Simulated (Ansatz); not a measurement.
**Lu3P4 in Ansatz, relaxation**

Run with:

```bash
ansatz run input.yaml --threads 2 --pin off --max-ram 3584MiB --backend cpu --events-out ev --progress --plain --runs-dir out
```

The input file (Ansatz 0.2.0, plane waves):

```yaml
crystal:
  lattice:
    - [-6.874556, 0.0, 2.846847]
    - [0.0, 0.0, 5.693693]
    - [0.0, 8.441479, 2.846847]
  atoms:
    - { symbol: P, position: [0.3066, 0.4442, 0.8478] }
    - { symbol: P, position: [0.6934, 0.5986, 0.1522] }
    - { symbol: P, position: [0.1934, 0.0008, 0.3478] }
    - { symbol: P, position: [0.8066, 0.542, 0.6522] }
    - { symbol: P, position: [0.8436, 0.8223, 0.0048] }
    - { symbol: P, position: [0.1564, 0.6707, 0.9952] }
    - { symbol: P, position: [0.6564, 0.9159, 0.5048] }
    - { symbol: P, position: [0.3436, 0.0771, 0.4952] }
    - { symbol: Lu, position: [0.50936, 0.16984, 0.16252] }
    - { symbol: Lu, position: [0.49064, 0.84172, 0.83748] }
    - { symbol: Lu, position: [0.99064, 0.9292, 0.66252] }
    - { symbol: Lu, position: [0.00936, 0.58236, 0.33748] }
    - { symbol: Lu, position: [0.0, 0.25, 0.0] }
    - { symbol: Lu, position: [0.5, 0.5, 0.5] }
  symmetry: { tolerance: 0.0003 }
kpoints:
  mp_grid: { grid: [4, 4, 4], shift: [0, 0, 0] }
magnetization:
  spin_polarized: false
scf:
  occupations: { method: fermi_dirac }
  lower_state_search: "off"
hamiltonian:
  pseudopotentials: { kind: paw }
  xc: pbe
basis:
  ecutwfc: 420
  fft_grid_basis: typed
relax:
  max_steps: 40
  cell: { p_target: 0.0 }
output:
  forces: true
  stress: true
  eigenvalues: true
  bader: true
  populations: true
  elf: true
  write_potential: true
  volumetric_format: npy
  dos:
    e_range: [-12, 8]
    de: 0.05
    projected: { site_lists: { Lu: [Lu], P: [P] } }
checkpoint:
  read: saved_state
```

Origin of the cell: a known structure type with other elements, at an estimated volume, so it need not be a known compound.

The smearing width isn't typed, so it takes its default of 0.1 eV.

The saved state is a converged single point of the same cell.

Steps («new basis» is an SCF on plane waves selected anew at the same cell):

```tsv
step	ΔF (meV/atom)	max force component (eV/Å)	P (GPa)	volume (Å³)	SCF iterations	step was
1	0.0	2.332	-6.77	330.41	8	accepted
2	-330.0	1.396	-4.15	288.97	10	accepted
3	-463.2	0.488	4.71	254.48	9	accepted
4	-481.0	0.308	3.94	256.23	9	accepted
5	-493.6	0.087	-0.49	267.84	8	accepted
6	-495.5	0.157	0.32	265.97	8	accepted
7	-499.8	0.148	0.36	267.93	9	accepted
8	-490.9	0.563	1.00	272.65	9	rejected
9	-502.6	0.043	-0.01	271.23	13	accepted
10	-502.7	0.057	0.06	272.10	9	accepted
11	-502.9	0.009	-0.03	272.03	7	accepted
12	-502.4	0.009	-0.05	272.03	9	new basis
13	-502.4	0.006	-0.01	271.89	7	accepted
14	-502.4	0.006	-0.01	271.89	6	new basis
```

Before:

Space group Fdd2 (No. 43); the run's cell has a = 7.441 Å, b = 5.694 Å, c = 8.909 Å, α = 71.36°, β = 82.98°, γ = 67.50°. Shortest distances: P–P 2.06 Å, Lu–P 2.91 Å.

The relaxed structure.

Space group Fdd2 (No. 43); the run's cell has a = 7.423 Å, b = 5.148 Å, c = 8.010 Å, α = 71.25°, β = 83.60°, γ = 69.71°. Shortest distances: P–P 2.37 Å, Lu–P 2.70 Å, Lu–Lu 3.47 Å.

```
CELL_PARAMETERS angstrom
-6.96288 0.00000 2.57418
0.00000 0.00000 5.14836
0.00000 7.58471 2.57418
ATOMIC_POSITIONS crystal
P 0.31362 0.40503 0.82022
P 0.68638 0.53887 0.17978
P 0.18638 0.96864 0.32022
P 0.81362 0.47525 0.67978
P 0.78407 0.91596 0.97765
P 0.21593 0.67768 0.02235
P 0.71593 0.95003 0.47765
P 0.28407 0.14361 0.52235
Lu 0.49505 0.15976 0.17333
Lu 0.50495 0.82814 0.82667
Lu 0.00495 0.90481 0.67333
Lu 0.99505 0.58309 0.32667
Lu 0.00000 0.27194 0.00000
Lu 0.50000 0.52194 0.50000
```

```yaml
Free_energy_lowered_by: 502.4 meV/atom
Volume_change: -17.71 %
Final_pressure: -0.01 GPa
Relaxation_steps_listed: 14
Gap_on_the_mesh: none (metal)
```

Caveats: no spin-orbit coupling, though heavy elements are present; the k mesh is coarse if the cell is a metal; the relaxation held the start's symmetry, so the end may be a saddle point.

It ran for 19 min on 2 threads of Arm Neoverse V1, on a shared host, peak memory 1.1 GiB, from a saved density.
